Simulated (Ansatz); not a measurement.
## W: enthalpies of structure types against pressure

All-electron LAPW in Ansatz 0.2.0 under PBEsol, scalar-relativistic, energies extrapolated to zero smearing. Each structure type was compressed from its own relaxed volume, symmetry kept and shape relaxed on PAW files, and E(V) was fitted to energies and pressures; H = E + pV has no temperature or zero-point term. Only these types were tried: bcc (Im-3m, 19×19×19 mesh, 15.68 Å³/atom at rest); diamond (Fd-3m, 14×14×14 mesh, 23.86 Å³/atom at rest); fcc (Fm-3m, 18×18×18 mesh, 15.98 Å³/atom at rest); sc (Pm-3m, 16×16×16 mesh, 17.77 Å³/atom at rest). Spin polarisation is left out. Spin–orbit coupling is left out; Fermi–Dirac smearing is 0.05 to 0.1 eV. Enthalpies carry a few meV/atom of noise from meshes and fits.

Enthalpies against bcc:

```
p (GPa)  bcc (meV/atom)  diamond (meV/atom)  fcc (meV/atom)  sc (meV/atom)
      0               0                2826             497           1484
     16               0                3551             523           1672
     42               0                4482             555           1926
     80               0                5545             584           2221
    160               0                7226             596           2677
    270               0                8972             560           3117
    400               0               10655             485           3508
    500               0               11797             417           3764
```

(1) What sequence of phases does this give?

Results:

(1) Among the types tried, bcc is lowest at zero pressure and stays so up to 530 GPa.
